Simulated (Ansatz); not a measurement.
EuFe (CsCl-type structure)

Method: PBEsol, scalar-relativistic; collinear spin; PAW, 420 eV, Γ-centred 8×8×8 mesh, 0.05 eV Gaussian smearing; code Ansatz. The datasets are Ansatz's generated set soft_2.

Space group Pm-3m (No. 221). a = 3.397 Å, b = 3.397 Å, c = 3.397 Å, α = 90.00°, β = 90.00°, γ = 90.00°
```csv
atom,site,symmetry,x,y,z
Eu,1a,m-3m,0.0000,0.0000,0.0000
Fe,1b,m-3m,0.5000,0.5000,0.5000
```

The start was a prototype's sites filled with these elements, not a measured cell.

Magnetic state: ferrimagnetic, site spin moments Eu 6.67; Fe -2.42 μB.

The cell above was scaled in volume, its shape and atoms being fixed by the lattice's symmetry. Energies are counted from the cell above.

Cell and atoms are those of this level's equilibrium.

```
V (Å³/atom)  ΔE (meV/atom)  P (GPa)  largest moment (μB)
      18.82            6.0      2.5                 6.64
      19.22            1.4      1.2                 6.66
      19.61            0.0      0.0                 6.67
      20.00            1.3     -1.0                 6.69
      20.39            4.8     -1.9                 6.70
```

Question: What do the points give for the equilibrium volume, the bulk modulus and its pressure derivative (third-order Birch–Murnaghan)?

Answer: V0 = 19.61 Å³/atom, B0 = 55 GPa, B0′ = 6.0.

B0·V0 = 54.7 GPa × 19.61 Å³ = 6.69 eV/atom sets the scale: near the minimum ΔE ≈ ½ B0 V0 x², with x = V/V0 − 1, and a pressure of 0.5 GPa squeezes the volume by about 1 %. At the ends of the curve: x = −4.0 % predicts 5.4 meV/atom and the run gives 6.0; x = +4.0 % predicts 5.3 meV/atom and the run gives 4.8. The lopsidedness is anharmonic: atoms resist being pushed together more than being pulled apart.

Without a U the 4f levels of Eu lie too near the Fermi level, so their share of the states there, and what hangs on it, is overstated. Scalar-relativistic only: spin–orbit splittings of the heavy atoms' levels are missing. The run wasn't fully tested for a lower electronic state. Site moments are of spin, integrated over atomic spheres. The antiparallel order was set by the start and isn't a prediction. The run is a metal.
